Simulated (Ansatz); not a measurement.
Pd:
```yaml
crystal:
  lattice:
    - [-1.55455, 1.55455, 1.55455]
    - [1.55455, -1.55455, 1.55455]
    - [1.55455, 1.55455, -1.55455]
  atoms:
    - { symbol: Pd, position: [0.00000, 0.00000, 0.00000] }
```

Relaxed with r²SCAN. Special points in fractions of this cell's reciprocal vectors: Γ (0.000, 0.000, 0.000); H (0.500, -0.500, 0.500); N (0.000, 0.000, 0.500); P (0.250, 0.250, 0.250).

Problem. List the band energies nearest the Fermi level at these points for r²SCAN with spin–orbit coupling in the plane-wave PAW code Ansatz.

Solution. In eV from the Fermi level; about four levels below and three above (degenerate sets whole), none deeper than 8.9 eV; … stands for higher levels left out; points with the same levels are listed once.

| k | below | above |
|---|---|---|
| Γ | -1.02 -1.02 -1.02 -1.02 | … |
| H | -5.30 -5.30 -5.30 -5.30 | 0.08 0.08 0.08 0.08 |
| N | -1.13 -1.13 -0.78 -0.78 | 0.60 0.60 1.73 1.73 |
| P | -0.75 -0.75 -0.75 -0.75 | 9.26 9.26 9.73 9.73 |

Space group Im-3m (bcc (W type)). The workflow started from a Materials Project entry (that database holds measured and hypothetical structures alike); the Crystallography Open Database copy checked does not list it. It is not the phase usual at ambient conditions (space group No. 225). The cell was relaxed with r²SCAN under the symmetry of its start. At this level the phase is mechanically unstable. The run is not spin-polarised.

Potentials: the later of the program's two PAW sets.
